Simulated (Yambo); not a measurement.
Yambo run on Ba2LaTaO6 (space group C2/m, No. 12). The wavefunctions come from this Quantum ESPRESSO step (PBEsol, PseudoDojo standard norm-conserving files, scalar-relativistic):

```
&CONTROL
  calculation = 'nscf'
  pseudo_dir = './pseudo'
  outdir = './out'
/
&SYSTEM
  ibrav = 0
  nat = 10
  ntyp = 4
  ecutwfc = 110.0
  ecutrho = 440.0
  occupations = 'fixed'
  force_symmorphic = .true.
  nbnd = 311
/
&ELECTRONS
  conv_thr = 1e-08
  diago_full_acc = .true.
  diago_thr_init = 1e-08
/
ATOMIC_SPECIES
O 15.9990 O.upf
Ba 137.3270 Ba.upf
La 138.9055 La.upf
Ta 180.9479 Ta.upf
CELL_PARAMETERS angstrom
  5.272035000000  -3.046840000000   0.000000000000
  5.272035000000   3.046840000000   0.000000000000
 -3.555655000000   0.000000000000   5.043115000000
ATOMIC_POSITIONS crystal
O   0.232560000000   0.694320000000   0.688710000000
O   0.767440000000   0.305680000000   0.311290000000
O   0.305680000000   0.767440000000   0.311290000000
O   0.694320000000   0.232560000000   0.688710000000
O   0.273400000000   0.273400000000   0.206720000000
O   0.726600000000   0.726600000000   0.793280000000
Ba   0.248050000000   0.248050000000   0.742130000000
Ba   0.751950000000   0.751950000000   0.257870000000
La   0.000000000000   0.000000000000   0.000000000000
Ta   0.500000000000   0.500000000000   0.500000000000
K_POINTS automatic
2 2 2 0 0 0
```

Yambo input:

```
rim_cut
gw0
dyson
el_el_corr
HF_and_locXC
ppa
em1d
RandQpts= 1000000
RandGvec= 1 Ry
EXXRLvcs= 110 Ry
VXCRLvcs= 440 Ry
Chimod= "HARTREE"
% BndsRnXp
 2 | 310 |
%
NGsBlkXp= 8 Ry
% LongDrXp
 1.0 | 1.0 | 1.0 |
%
PPAPntXp= 27.2114 eV
% GbndRnge
 1 | 310 |
%
GTermKind= "BG"
DysSolver= "n"
ExtendOut
% QPkrange
 1 | 1 | 40 | 41 |
 2 | 2 | 40 | 41 |
 3 | 3 | 40 | 41 |
 4 | 4 | 40 | 41 |
 5 | 5 | 40 | 41 |
 6 | 6 | 40 | 41 |
%
```

k points by index: 1 = Γ, 2 = (0, 0, -0.5), 3 = (0, -0.5, 0), 4 = (0, -0.5, -0.5), 5 = (-0.5, -0.5, 0), 6 = (-0.5, -0.5, -0.5).

The o-*.qp file then holds:

```
#    K-point    Band    Eo [eV]    E [eV]    E-Eo [eV]    Vxc [eV]    Vnlxc [eV]    Sc|Eo [eV]    Sc|E [eV]    dSc/dw|Eo [eV]    Re(Z)    Im(Z)
#
    1    40    -0.149642    -0.723713    -0.574071    -18.90182    -23.89840    4.256918    4.422506    -7.847202    0.776166    -0.001382
    1    41    3.678527    4.554965    0.876439    -12.97322    -7.730487    -4.190357    -4.366295    -5.461862    0.832833    -0.994847E-3
    2    40    -0.026642    -0.587224    -0.560582    -18.90094    -23.79333    4.171761    4.331806    -7.767058    0.777945    -0.001351
    2    41    4.476692    6.008887    1.532195    -14.80283    -8.150744    -4.780504    -5.119889    -6.026747    0.818677    -0.001453
    3    40    -0.202413    -0.788932    -0.586520    -18.64031    -23.57053    4.176064    4.343709    -7.776154    0.777743    -0.001368
    3    41    4.504016    6.041474    1.537459    -14.54141    -7.824633    -4.840938    -5.179322    -5.988708    0.819617    -0.825177E-3
    4    40    0.000000    -0.569358    -0.569358    -19.02569    -24.02857    4.269331    4.433528    -7.845684    0.776200    -0.001362
    4    41    3.798641    4.803246    1.004604    -13.34728    -7.706861    -4.433281    -4.635818    -5.485494    0.832231    -0.001022
    5    40    -0.044589    -0.611674    -0.567085    -19.08251    -24.07200    4.258698    4.422401    -7.853483    0.776027    -0.001369
    5    41    3.656356    4.627790    0.971434    -13.03730    -7.462442    -4.409719    -4.603427    -5.425499    0.833761    -0.001003
    6    40    -0.194207    -0.770391    -0.576184    -18.70109    -23.59069    4.148602    4.313414    -7.781834    0.777616    -0.001356
    6    41    4.484036    6.001280    1.517244    -14.70029    -8.004830    -4.844643    -5.178214    -5.981986    0.819782    -0.001242
```
(The two width columns are left out.) Convergence of these settings isn't established.

Spin-orbit coupling is not included.

Geometry of the Materials Project entry, not relaxed at this level.

The structure is a Materials Project entry; no match was found in the copy of COD used, and its stability was not checked.
